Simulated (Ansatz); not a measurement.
Here is the system:

GaP:
Space group F-43m (No. 216); a = 5.465 Å, b = 5.465 Å, c = 5.465 Å, α = 90.00°, β = 90.00°, γ = 90.00°

```tsv
atom	site	symmetry	x	y	z
Ga	4a	-43m	0.0000	0.0000	0.0000
P	4c	-43m	0.2500	0.2500	0.2500
```
(The calculation used a cell of 2 atoms; values per cell refer to that cell.)

This is the HSE06-relaxed structure.

Question: All from HSE06 in the plane-wave PAW code Ansatz, unless another level is named. Give the gap with spin–orbit coupling.

Answer: 2.24 eV (at the special points and the edges found without it).

Question: And the band gap?

Answer: 2.27 eV (indirect).

Question: And the valence-band maximum?

Answer: at Γ.

Symmetry was held in the HSE06 relaxation. The hybrid was solved on a coarse mesh, the path and, where they were found, the r²SCAN edge points; its band edges are the extreme levels among these. Spin–orbit coupling is left out wherever it is not named.

Potentials: the earlier of the program's two PAW sets. The files were generated under PBE; for other functionals the program regenerates the frozen cores, and for LDA and PBEsol the local potential too.
